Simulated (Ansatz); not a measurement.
PtS (space group P4_2/mmc)

```xyz
4
Lattice="3.4459 0.0000 0.0000 0.0000 3.4459 0.0000 0.0000 0.0000 6.0466" Properties=species:S:1:pos:R:3 pbc="T T T"
Pt     1.7229     0.0000     3.0233
Pt     0.0000     1.7229     0.0000
S      0.0000     0.0000     4.5350
S      0.0000     0.0000     1.5117
```

The slice is a (0 -1 1) plane (indices of the conventional cell) through the point (0.000, 0.000, 0.250) (fractional), spanned by u = [100] and v = [011] in vectors of this cell: u (3.45 Å) and v (6.96 Å, at 90° to u). It covers one period; positions are fractions (u, v).

All values below come from LDA (plane waves to 420 eV, PAW, scalar-relativistic; Ansatz, a quantum-chemistry and plane-wave program). k mesh 10×10×6. Inside the PAW spheres the values are not all-electron values, and peaks at nuclei hang on which shells count as valence. PtS is run without spin polarisation. PtS was relaxed with its symmetry unable to fall. Spin-orbit coupling is left out, though Pt is heavy.

Task: Sketch the electron localisation function (ELF) on this plane as a map.

Result: 
```
|xxxx**%%##==..  ..==##%%**xx|
|xx##%%%%**--      --**%%%%##|
|@@@@%%##==..      ..==##%%@@|
|%%##**==::..      ..::==**##|
|--------::..      ..::------|
|------::::..      ..::::----|
|++====----::..  ..::----====|
|++++==----::..  ..::----==++|
|====------::..  ..::------==|
|----------::..  ..::--------|
|--------::..      ..::------|
|::::::::::..      ..::::::::|
|::::::....          ....::::|
|......                  ....|
|..                          |
|                            |
|..        ..........        |
|..........::::--::::........|
|  ....::::----------::::....|
|    ..::----======----::..  |
|    ..----==++++++==----..  |
|....::::--==++**++==--::::..|
|----------==++**++==--------|
|**##**==::--++**++--::==**##|
|%%%%@@##==::--==--::==##@@%%|
|xx##@@@@**--::--::--**@@@@##|
|xxxx@@@@%%==::::::==%%@@@@xx|
|xxxxxx@@%%++::..::++%%@@xxxx|
```
Scale: ten equal steps from 0.02 (start of ' ') to 0.88 (end of '@'), in the order ' .:-=+*#%@'. Values: electron localisation function (ELF). The map has 14 points along u (two characters each, u = 0 at the left) and 28 along v (v = 0 in the bottom row). Points within 0.5 Å of a nucleus are blanked (x), as the pseudised field means little there.
